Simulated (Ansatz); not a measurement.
# InO: relaxation step by step

The cell of InO is invented: random cell by space group and Wyckoff sites (P6/mmm, No. 191). The dimensions are guesses.

```
CELL_PARAMETERS angstrom
5.49771 0.00000 0.00000
-2.74886 4.76116 0.00000
0.00000 0.00000 4.34303
ATOMIC_POSITIONS crystal
In 0.50000 0.00000 0.00000
In 0.00000 0.50000 0.00000
In 0.50000 0.50000 0.00000
O 0.33333 0.66667 0.00000
O 0.66667 0.33333 0.00000
O 0.00000 0.00000 0.00000
```

Theory: DFT PBE, scalar-relativistic, plane waves, PAW (Ansatz 0.2.0). Cutoff 420 eV, Gaussian smearing, Γ-centred meshes. Cell and atoms relax first on a coarse mesh and then on a finer one. In between, the cell is made exact in the group found at 0.06 Å. In metals the finer mesh still leaves noise of several meV/atom or more. The steps can't lower the symmetry of their start. Collinear spin is switched on along the way, since trial moments persisted in a coarse test.

Steps on the 6×6×4 mesh (6 atoms, 16 steps). The free energy counts from the last step; the plane-wave basis is renewed at times, which shifts energy and pressure.

| step | ΔF (meV/atom) | V (Å³/atom) | P (GPa) |
| --- | --- | --- | --- |
| 1 | 3929.5 | 18.95 | 106.91 |
| 2 | 2394.2 | 20.80 | 67.68 |
| 3 | 1388.8 | 22.76 | 40.60 |
| 4 | 782.1 | 24.73 | 22.89 |
| 5 | 451.3 | 26.63 | 9.57 |
| 6 | 342.5 | 26.92 | 1.50 |
| 7 | 322.9 | 25.94 | -0.16 |
| 8 | 307.1 | 24.61 | -0.59 |
| 9 | 292.1 | 23.24 | -0.56 |
| 10 | 281.0 | 21.83 | 0.00 |
| 11 | 88.6 | 21.83 | 8.49 |
| 12 | 34.2 | 22.71 | 4.61 |
| 13 | 12.5 | 24.67 | -0.30 |
| 14 | 10.7 | 24.72 | 0.12 |
| 15 | 12.0 | 25.15 | -0.01 |
| 16 | 0.0 | 25.15 | 0.24 |

The relaxed structure, after a last relaxation on the converged mesh:

```yaml
crystal:
  lattice:
    - [7.35678, 0.00000, 0.00000]
    - [-3.67839, 6.37116, 0.00000]
    - [0.00000, 0.00000, 3.34374]
  atoms:
    - { symbol: In, position: [0.50000, 0.00000, 0.00000] }
    - { symbol: In, position: [0.00000, 0.50000, 0.00000] }
    - { symbol: In, position: [0.50000, 0.50000, 0.00000] }
    - { symbol: O, position: [0.33333, 0.66667, 0.00000] }
    - { symbol: O, position: [0.66667, 0.33333, 0.00000] }
    - { symbol: O, position: [0.00000, 0.00000, 0.00000] }
```

The symmetry stays P6/mmm (No. 191). The volume per atom grows by 37.9 %, from 18.9 to 26.1 Å³. The shortest distance goes from 1.59 Å (In–O) to 2.12 Å (In–O). The ratio c/a of the conventional cell changes by a factor of 0.58. The energy falls by about 4.0 eV/atom (the start's value is from the coarse mesh). In has 2 O at 2.12 Å, 2 In at 3.34 Å, 4 In at 3.68 Å and 2 O at 3.68 Å; O on a site of symmetry -6m2 is surrounded by 3 In at 2.12 Å, 2 O at 3.34 Å, 6 In at 3.96 Å and 6 O at 4.25 Å; around O on a site of symmetry 6/mmm lie 2 O at 3.34 Å, 6 In at 3.68 Å and 6 O at 4.25 Å (long contacts).

| Property | Result |
| --- | --- |
| Volume per atom | 26.12 Å³ |
| Density | 4.16 g/cm³ |
| Formation energy | +0.06 eV/atom |
| Gap on the 6×6×12 mesh of the 6-atom cell | 0 eV (a metal) |
| Net moment per atom | 0.31 μB |
| Moment by site | O 0.1 (×2), 1.1 μB |

The zero of energy is the elements' standard structures at the same level (O₂ as a molecule); no fitted shifts are applied.

The last run used collinear spin and Gaussian smearing of 0.10 eV. Another magnetic order may lie lower. Symmetry constrained the relaxation, so the result can be a saddle point. Another cell of InO relaxed alike but without spin, in P-6m2 (a Materials Project cell), lies 1.14 eV/atom lower, so this cell isn't the stable form at this level. Site moments count only spheres around the atoms; the net moment includes the space between them.
